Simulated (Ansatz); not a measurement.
A plane-wave DFT run in Ansatz 0.2.0 (scalar-relativistic PAW potentials unless the input names others): input and command.

```yaml
crystal:
  lattice:
    - [4.4361841245, -2.5603943384, 0.0024221828]
    - [4.4361841245, 2.5603943384, 0.0024221828]
    - [-0.001740631, 0.0, 3.2326113691]
  atoms:
    - { symbol: Sc, position: [0.3333446656, 0.3333446656, 0.999997716] }
    - { symbol: Sc, position: [0.0, 0.0, 0.5] }
    - { symbol: Sc, position: [0.6666553344, 0.6666553344, 2.284e-06] }
basis:
  ecutwfc: 420
kpoints:
  mp_grid: { grid: [10, 10, 14], shift: [0.5, 0.5, 0.5] }
hamiltonian:
  xc: lda
scf:
  occupations: { method: tetrahedron_uncorrected }
output:
  forces: true
  eigenvalues: true
  stress: true
relax:
  adjacent_minimum: "off"
  f_tol: 0.005
  max_steps: 50
  cell: { stress_tol: 0.05 }
magnetization:
  spin_polarized: true
```

```bash
ansatz run input.yaml --threads 1 --pin off --max-ram 2560MiB --backend cpu --events-out ev --progress --plain --runs-dir out
```

Abridged log:
```
Warning: relax: with tetrahedron occupations the Hellmann–Feynman forces and the energy need not agree along the walk (scf.occupations.method in the input reference, under Limitations); prefer a smearing scheme for the relaxation and re-run the relaxed geometry with tetrahedron occupations for the final energies/DOS
Warning: 4 symmetry operations that the atoms keep within the bar at which the run's group was sought (crystal.symmetry.tolerance 1.0e-5, or twice it) were not taken beside the 4 unitary ones that the detection took (of a slab, those that keep its plane). ...
Basis set: ecut = 420 eV, 1433 PW (Γ)
Bands: 22, of which v1, the nominal top of the filled ones, is band 17 counted from 1 (16 counted from 0)
Symmetry: 4 space group operations
k-points: 385 of 1400
SCF iter   1: F=—  HF=-6263.084787 eV  |F-HF|=—  |Δ(HF+E_count)|=         —  Δρ=5.29e-2 (↑5.13e-2 ↓5.29e-2) dr2=1.65e-1  dr2_m=1.80e0  M=5.868 μB ∫|m|=5.868 μB  ethr=1.70e-3  ⟨swp⟩=1.0  Hψ=41938  notcnv=0
Mixer restart at iter 1: flushing history
SCF iter   2: F=—  HF=-6266.155545 eV  |F-HF|=—  |Δ(HF+E_count)|=         —  Δρ=3.38e-2 (↑3.38e-2 ↓2.24e-2) dr2=4.81e-1  dr2_m=4.80e-1  M=3.047 μB ∫|m|=3.047 μB  β_m=0.30  ethr=5.01e-4  ⟨swp⟩=4.0  Hψ=42555  notcnv=0  defer=7
SCF iter   3: F=—  HF=-6266.316561 eV  |F-HF|=—  |Δ(HF+E_count)|=   1.61e-1  Δρ=2.49e-2 (↑2.49e-2 ↓1.74e-2) dr2=2.18e-1  dr2_m=2.76e-1  M=2.847 μB ∫|m|=2.847 μB  β_m=0.65  ethr=5.01e-4  ⟨swp⟩=2.1  Hψ=25453  notcnv=0  defer=808
SCF iter   4: F=—  HF=-6266.861946 eV  |F-HF|=—  |Δ(HF+E_count)|=   5.45e-1  Δρ=1.85e-2 (↑1.85e-2 ↓1.28e-2) dr2=1.74e0  dr2_m=2.50e-2  M=2.008 μB ∫|m|=2.008 μB  β_m=0.41  ethr=5.01e-4  ⟨swp⟩=3.5  Hψ=40031  notcnv=0  defer=836  recentre
SCF iter   5: F=—  HF=-6266.653163 eV  |F-HF|=—  |Δ(HF+E_count)|=   2.09e-1  Δρ=7.66e-3 (↑7.66e-3 ↓7.04e-3) dr2=4.56e-2  dr2_m=3.07e-2  M=1.716 μB ∫|m|=1.716 μB  β_m=0.54  ethr=5.01e-4  ⟨swp⟩=3.2  Hψ=38768  notcnv=0  defer=734
SCF iter   6: F=—  HF=-6266.732630 eV  |F-HF|=—  |Δ(HF+E_count)|=   7.95e-2  Δρ=3.58e-3 (↑3.58e-3 ↓2.79e-3) dr2=1.11e-2  dr2_m=5.20e-3  M=0.919 μB ∫|m|=0.919 μB  β_m=0.55  ethr=1.38e-4  ⟨swp⟩=2.7  Hψ=29210  notcnv=0  defer=592
SCF iter   7: F=—  HF=-6266.741057 eV  |F-HF|=—  |Δ(HF+E_count)|=   8.43e-3  Δρ=2.45e-3 (↑2.07e-3 ↓2.45e-3) dr2=2.69e-3  dr2_m=3.23e-3  M=0.706 μB ∫|m|=0.706 μB  β_m=0.77  ethr=3.36e-5  ⟨swp⟩=2.6  Hψ=32564  notcnv=0  defer=551
SCF iter   8: F=—  HF=-6266.753004 eV  |F-HF|=—  |Δ(HF+E_count)|=   1.19e-2  Δρ=9.54e-4 (↑9.49e-4 ↓9.54e-4) dr2=2.45e-4  dr2_m=5.63e-4  M=0.335 μB ∫|m|=0.335 μB  β_m=0.88  ethr=8.15e-6  ⟨swp⟩=2.9  Hψ=29362  notcnv=0  defer=543
   ...
SCF iter   3: F=—  HF=-6266.859959 eV  |F-HF|=—  |Δ(HF+E_count)|=   1.20e-6  Δρ=1.80e-5 (↑1.80e-5 ↓1.80e-5) dr2=7.24e-7  dr2_m=0.00e0  M=0.000 μB ∫|m|=0.000 μB  β_m=0.34  ethr=2.55e-8  ⟨swp⟩=2.2  Hψ=12231  notcnv=0
SCF iter   4: F=-6266.859959 eV  HF=-6266.859959 eV  |F-HF|=1.91e-8  |Δ(HF+E_count)|=   1.97e-8  Δρ=5.38e-6 (↑5.38e-6 ↓5.38e-6) dr2=3.18e-8  dr2_m=0.00e0  M=0.000 μB ∫|m|=0.000 μB  ethr=3.01e-10  ⟨swp⟩=2.0  Hψ=27681  notcnv=0
SCF 5 converged in 4 iterations: F = -6266.859959 eV  dr2 = 3.18e-8
relax step   4: F+E_penalty+E_count = -6266.85995883 eV  Δ(F+E_penalty+E_count) = -1.047e-4 eV  max|allowed force component| = 1.920e-5 eV/Å  Δτ_max = 0.0001 Å  P = -0.009 GPa  Ω = 66.979 Å³  energy of the carried Pulay correction = +3.155e-4 eV  (4 SCF iters, dr2 threshold 9.94e-8 eV, accepted)
Initial wavefunctions: pseudopotential atomic-orbital guess (no wavefunctions were taken with the density)
SCF iter   1: F=—  HF=-6266.859652 eV  |F-HF|=—  |Δ(HF+E_count)|=         —  Δρ=2.05e-5 (↑2.05e-5 ↓2.05e-5) dr2=1.29e-7  dr2_m=0.00e0  M=0.000 μB ∫|m|=0.000 μB  β_m=0.30  ethr=3.13e-9  ⟨swp⟩=3.4  Hψ=58803  notcnv=0
SCF iter   2: F=—  HF=-6266.859652 eV  |F-HF|=—  |Δ(HF+E_count)|=   8.90e-8  Δρ=1.44e-5 (↑1.44e-5 ↓1.44e-5) dr2=6.19e-8  dr2_m=0.00e0  M=0.000 μB ∫|m|=0.000 μB  β_m=0.64  ethr=3.90e-10  ⟨swp⟩=2.0  Hψ=10319  notcnv=0
SCF iter   3: F=—  HF=-6266.859652 eV  |F-HF|=—  |Δ(HF+E_count)|=   9.92e-8  Δρ=3.33e-7 (↑3.33e-7 ↓3.33e-7) dr2=3.22e-10  dr2_m=0.00e0  M=0.000 μB ∫|m|=0.000 μB  β_m=0.63  ethr=1.88e-10  ⟨swp⟩=2.5  Hψ=11432  notcnv=0
SCF iter   4: F=—  HF=-6266.859652 eV  |F-HF|=—  |Δ(HF+E_count)|=  7.46e-11  Δρ=3.90e-7 (↑3.90e-7 ↓3.90e-7) dr2=1.08e-9  dr2_m=0.00e0  M=0.000 μB ∫|m|=0.000 μB  β_m=0.63  ethr=1.00e-12  ⟨swp⟩=5.0  Hψ=31454  notcnv=0
SCF iter   5: F=—  HF=-6266.859652 eV  |F-HF|=—  |Δ(HF+E_count)|=  1.02e-10  Δρ=2.04e-7 (↑2.04e-7 ↓2.04e-7) dr2=2.78e-10  dr2_m=0.00e0  M=0.000 μB ∫|m|=0.000 μB  β_m=0.48  ethr=1.00e-12  ⟨swp⟩=2.1  Hψ=12368  notcnv=0
SCF iter   6: F=-6266.859652 eV  HF=-6266.859652 eV  |F-HF|=1.09e-11  |Δ(HF+E_count)|=  3.64e-11  Δρ=4.92e-8 (↑4.92e-8 ↓4.92e-8) dr2=1.30e-11  dr2_m=0.00e0  M=0.000 μB ∫|m|=0.000 μB  ethr=1.00e-12  ⟨swp⟩=3.0  Hψ=31881  notcnv=0
SCF 6 converged in 6 iterations: F = -6266.859652 eV  dr2 = 1.30e-11
SCF converged after 6 iterations
Magnetization: 0.0000 μB (16.5000 up, 16.5000 down)
Absolute magnetization: 0.0000 μB (∫|ρ↑−ρ↓|)
Spin contamination: 0.0000 ħ² per cell (⟨S²⟩ above its minimum at these occupations)
Per-site moments (μB) at R_I (Å): [(0.0, 1.17923786), (0.0, 1.30088524), (0.0, 1.17923786)]
Free energy (F): -6266.859652 eV
Harris-Foulkes:  -6266.859652 eV  (|F-HF|=1.09e-11)
Internal energy: -6266.859584 eV  (E = F + TS)
E sigma→0 (E₀):  -6266.859652 eV
Entropy (-TS):   -0.000068 eV (-0.023 meV/atom)
Fermi energy:    10.065134 eV
--- Forces (eV/Å), atoms counted from 1 ---
  atom   1  Sc     0.00003286     0.00000000     0.00000011
  atom   2  Sc     0.00000000     0.00000000     0.00000000
  atom   3  Sc    -0.00003286     0.00000000    -0.00000011
--- Stress (GPa, compression-positive) ---
       -0.020433       0.000000      -0.000022
        0.000000      -0.008441       0.000000
       -0.000022       0.000000       0.001615
  P = ⅓ Tr σ = -0.0091 GPa (-0.091 kbar)
--- Relaxed structure (4 steps of the walk, 4 accepted, 1 SCFs on fresh bases) ---
  F+E_penalty+E_count = -6266.85965194 eV   max|allowed force component| = 3.286e-5 eV/Å   (the final SCF, on the basis selected at the relaxed cell)
  cell:  # Å, volume = 66.9793 Å³
    - [4.28771085, -2.47668005, 0.00232568]
    - [4.28771085, 2.47668005, 0.00232568]
    - [-0.00170958, 0.0, 3.15366072]
  atoms:
    - { symbol: Sc, position: [0.33331676, 0.33331676, 0.99999998] }
    - { symbol: Sc, position: [0.0, 0.0, 0.50000000] }
    - { symbol: Sc, position: [0.66668323, 0.66668323, 1.47319326e-8] }
```

Apart from outputs and empty bands, the input differs from a reference run on usual settings in scf.occupations.width: 0.1 → not typed; scf.occupations.method: "gaussian" → "tetrahedron_uncorrected"; kpoints.mp_grid.shift: not typed → [0.5, 0.5, 0.5]; magnetization: not typed → {"spin_polarized": true}. The reference, at the same start, ended its own course with a relaxed volume of 22.31 Å³/atom, pressure -0.01 GPa, largest force 0.000 eV/Å, no gap on the mesh. This run converged in 38 SCF iterations over all its steps (reference: 32) with an energy at zero smearing 7.17 meV/atom above the reference's, a relaxed volume of 22.33 Å³/atom, pressure -0.01 GPa, largest force 0.000 eV/Å, no gap on the mesh.

It took 110 s on 1 thread of Intel(R) Xeon(R) 6975P-C (Granite Rapids) (shared host), peak memory 1.1 GiB.